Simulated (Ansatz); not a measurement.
Sr2SnO4 in space group I4/mmm (No. 139; Sr on 4e, Sn on 2a, O on 4e, O on 4c), plane-wave PAW LDA (Ansatz code). The conduction-band minimum lies at Γ, with 1 equivalent valley. Second derivatives d²E/dk² of the lowest band at one valley (eV·Å²), along Cartesian directions:

```tsv
direction	d²E/dk²
[100]	22.09
[010]	22.09
[001]	19.82
[110]	22.08
[101]	20.95
[011]	20.95
```

### Question
Find the principal effective masses, the density-of-states mass and the conductivity mass.

### Answer
Off-diagonal terms follow from H_xy = H[110] − (H_xx + H_yy)/2, and m*/mₑ = 7.620 eV·Å² over each eigenvalue: 0.34, 0.35, 0.38. One valley's DOS mass (m₁m₂m₃)^(1/3) = 0.36, conductivity mass 3/(Σ 1/mᵢ) = 0.36 mₑ.

### Question
What effective density of states Nc follows at 300 K for parabolic valleys?

### Answer
Nc = 2.509e19 × 1 × (0.36)^(3/2) ≈ 5.4e18 cm⁻³.

### Question
With the computed static dielectric constant 28.1 (mean of the diagonal), estimate a hydrogenic donor's binding energy and radius.

### Answer
E = 13.606 eV × 0.36/28.1² ≈ 6.2 meV; a = 0.529 Å × ε/m* ≈ 41 Å. Semilocal masses tend to be too small where the gap is.

The first step of the workflow began from a Materials Project structure, measured or hypothetical; the Crystallography Open Database files this formula in space group No. 139, but the cells were not matched. Whether it is the stable phase at ambient conditions was not checked. The LDA relaxation kept the symmetry of its start; of distortions, only those at the zone centre were tested. Scalar-relativistic: spin–orbit coupling is off unless named, which matters more the heavier the elements.

Potentials: the later of the program's two PAW sets.
